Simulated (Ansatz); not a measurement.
A geometry of CsSnI3 away from equilibrium: step 6 of the relaxation of a relaxed CsSnI3 cell shaken by Gaussian noise of σ = 0.08 Å a coordinate. These are PBEsol (plane waves to 420 eV, PAW, scalar-relativistic; Ansatz, a quantum-chemistry and plane-wave program) values and carry that method's errors. Γ-centred k-mesh 3×3×3 on the run's cell (coarser than for final values), Fermi–Dirac smearing 0.05 eV. The plane waves were selected for a different cell earlier on the path.

```
CsSnI3
1.0
    4.65631     2.69220     7.67015
   -4.63228     2.69696     7.65366
    0.01613    -5.37062     7.65532
Sn Cs I
2 2 6
Direct
  0.78612   0.78649   0.78097
  0.28394   0.27913   0.28561
  0.49385   0.48829   0.49923
  0.98413   0.99267   0.00529
  0.43226   0.04577   0.75449
  0.72792   0.44939   0.04125
  0.04783   0.71997   0.44414
  0.54173   0.93500   0.24192
  0.21651   0.54558   0.94728
  0.94684   0.21584   0.54681
```

Q: Give the Cartesian forces on all atoms (eV/Å).

A: 
```csv
atom,Fx,Fy,Fz
Sn1,0.00,-0.05,0.28
Sn2,-0.14,-0.01,0.21
Cs3,0.01,-0.01,0.05
Cs4,0.02,0.05,0.05
I5,0.36,0.12,-0.11
I6,-0.22,0.21,-0.10
I7,-0.10,-0.32,-0.12
I8,-0.32,0.10,-0.10
I9,0.15,-0.36,-0.08
I10,0.24,0.25,-0.08
```

The path ends in P-1 (No. 2) at a tolerance of 0.01 Å, C2/c (No. 15) at 0.1 Å. No spin polarisation in the result.

The end of the path is a generated cell of CsSnI3: the first start was made by placing the elements on the sites of a structure type, and the end was not matched to a known phase here, so it may be hypothetical. Known forms of CsSnI3 include space group No. 62, 221.
